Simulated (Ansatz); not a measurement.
HfN in space group I4_1md (No. 109; Hf on 4a, N on 4a), the program Ansatz at the PBEsol level (PAW), all energies at zero smearing, with the estimated change up to a 700 eV cutoff added, with one set of potentials and settings (totals compare only within such a set). Cell of 4 atoms (2 Hf, 2 N): -31960.374 eV.

| element | reference phase | E (eV/atom) |
|---|---|---|
| Hf | P6_3/mmc, 2 atoms in the cell | -15598.8041 |
| N | Pa-3, 8 atoms in the cell | -378.4910 |

Formation energy per atom, worked out: (-31960.374 − 2×(-15598.8041) − 2×(-378.4910))/4 = -1.446 eV/atom (-140 kJ per mol of atoms), at 0 K, without zero-point energy or fitted corrections.

A made-up cell: these elements were put on the sites of a structure type; neither database checked (COD, Materials Project) lists it. It is not the phase usual at ambient conditions (space group No. 225). Symmetry was held in the PBEsol relaxation; its stability against distortions is not shown here. The run is not spin-polarised. The references are the lowest solids computed at this level, not always the standard phases (solids in place of the gases). Spin–orbit coupling is left out wherever it is not named.

Potentials: the earlier of the program's two PAW sets. The files were generated under PBE; for other functionals the program regenerates the frozen cores, and for LDA and PBEsol the local potential too.
